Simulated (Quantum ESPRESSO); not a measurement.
Space group Fm-3m (No. 225); a = 5.660 Å, b = 5.660 Å, c = 5.660 Å, α = 90.00°, β = 90.00°, γ = 90.00°

```csv
atom,site,symmetry,x,y,z
Na,4a,m-3m,0.0000,0.0000,0.0000
Cl,4b,m-3m,0.5000,0.5000,0.5000
```
(The calculation used a cell of 2 atoms; values per cell refer to that cell.)

The PBEsol cell relaxed from Materials Project entry mp-22862 was given an isotropic strain of +1 % on all lattice vectors, and the atoms were relaxed again.

Question: What does PBEsol (pw.x of Quantum ESPRESSO, ONCV potentials, without SOC) give for the electronic structure near the Fermi level?

Answer: The PBEsol gap is direct, 4.90 eV at Γ.
